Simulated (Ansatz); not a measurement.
## Energy against total moment in Ni

We look at Ni: an experimental structure (space group Fm-3m), with 1 atom per cell. The computed pressure is over 10 GPa in size, so the cell is far from the computed equilibrium volume. Source: COD entry 9013026, which need not be the ambient phase.

```xyz
1
Lattice="0.0000 1.7720 1.7720 1.7720 0.0000 1.7720 1.7720 1.7720 0.0000" Properties=species:S:1:pos:R:3 pbc="T T T"
Ni    0.0000    0.0000    0.0000
```

Site labels below count the atoms in this order, from 1.

Level of theory: DFT, PBEsol, PAW, plane waves, scalar-relativistic (Ansatz).

```json
{
 "Plane-wave cutoff": "420 eV",
 "k-point mesh": "15×15×15 (Γ-centred)",
 "Occupations": "Fermi–Dirac smearing, 0.1 eV"
}
```

Moments by site are taken inside atomic spheres; the rest lies between them.

A small moment in a metal is sensitive to the mesh and the smearing.

Each run fixes N↑ − N↓ and starts with that moment spread in parallel over the Ni atoms; no search for lower states follows. Energies are free energies per cell above the lowest run, the runs with a free moment included. A row is the solution that its start led to, not a proven minimum at that M. The run at M = 0 starts without moments and gives the spin-unpolarised solution. The cell holds one magnetic atom, so only parallel order fits; orders in a larger cell may lie lower.

The run at M = 0.96 μB took 1.3 s on 2 threads of x86-64 server CPU, with other jobs on the host, peak memory 0.33 GiB.

| fixed M (μB/cell) | F − F(lowest) (meV/cell) | moments of Ni1 (μB) |
| --- | --- | --- |
| 0.00 | 35 | 0.00 |
| 0.24 | 28 | 0.26 |
| 0.48 | ? | ? |
| 0.72 | 4 | 0.75 |
| 0.96 | ? | ? |
| 1.20 | 223 | 1.18 |
| 1.44 | 490 | 1.38 |
| 1.68 | 877 | 1.56 |
| 1.92 | 1429 | 1.74 |

Fill in the row for M = 0.48 μB.

9 meV; moments Ni1 0.51 μB.

Fill in the row for M = 0.96 μB.

66 meV; moments Ni1 0.98 μB.

Where do runs with a free total moment end?

“usual moment, free total moment [Ni1 2.00 μB]” ends at 0.64 μB, 0 meV; “usual moment scaled by 0.1, free total moment [Ni1 0.20 μB]” ends at 0.64 μB, 0 meV.
